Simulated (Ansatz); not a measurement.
An Ansatz (a first-principles code) input:

Ansatz 0.2 input:
```yaml
crystal:
  lattice:
    - [-4.4007288723, 4.4007288723, 4.4007288723]
    - [4.4007288723, -4.4007288723, 4.4007288723]
    - [4.4007288723, 4.4007288723, -4.4007288723]
  atoms:
    - { symbol: Si, position: [0.5, 0.75, 0.25] }
    - { symbol: Si, position: [0.25, 0.5, 0.75] }
    - { symbol: Si, position: [0.5, 0.25, 0.75] }
    - { symbol: Si, position: [0.75, 0.5, 0.25] }
    - { symbol: Si, position: [0.75, 0.25, 0.5] }
    - { symbol: Si, position: [0.25, 0.75, 0.5] }
    - { symbol: O, position: [0.6866356264, 0.3955191453, 0.0] }
    - { symbol: O, position: [0.6044808547, 0.6044808547, 0.2911164811] }
    - { symbol: O, position: [0.3955191453, 0.6866356264, 0.0] }
    - { symbol: O, position: [0.3133643736, 0.3133643736, 0.7088835189] }
    - { symbol: O, position: [0.0, 0.6866356264, 0.3955191453] }
    - { symbol: O, position: [0.2911164811, 0.6044808547, 0.6044808547] }
    - { symbol: O, position: [0.0, 0.3955191453, 0.6866356264] }
    - { symbol: O, position: [0.7088835189, 0.3133643736, 0.3133643736] }
    - { symbol: O, position: [0.3955191453, 0.0, 0.6866356264] }
    - { symbol: O, position: [0.6044808547, 0.2911164811, 0.6044808547] }
    - { symbol: O, position: [0.6866356264, 0.0, 0.3955191453] }
    - { symbol: O, position: [0.3133643736, 0.7088835189, 0.3133643736] }
kpoints:
  mp_grid: { grid: [3, 3, 3] }
hamiltonian:
  xc: hse06
  pseudopotentials: { kind: paw }
scf:
  n_extra_bands: 18
  occupations: { method: fixed }
output:
  eigenvalues: true
  eigenstates:
    e_range: [-9.0, 16.7]
    kpoints:
      - [0.5, 0.5, 0.5]  # VBM
      - [0.0, 0.0, 0.0]  # CBM
      - [0.0, 0.0, 0.0]  # GAMMA
      - [0.5, -0.5, 0.5]  # H
      - [0.25, 0.25, 0.25]  # P
      - [0.0, 0.0, 0.5]  # N
```

Problem. How many symmetry operations and irreducible k-points will the run report?

Solution. 24 operations, 4 of 27 k-points.

Problem. With a cutoff of 420 eV, how many plane waves at Γ?

Solution. 6699.

It took very roughly 8 core-minutes on shared server cores.

The points marked VBM and CBM come from a semilocal run.

Space group I-43m. The first step of the workflow began from a Materials Project structure, measured or hypothetical; the Crystallography Open Database copy checked does not list it. It is not the phase usual at ambient conditions (space group No. 92, 152, 154). The PBEsol relaxation kept the symmetry of its start; whether a distortion lowers the energy is not shown.

Potentials: the later of the program's two PAW sets.

Ansatz is a plane-wave DFT program.
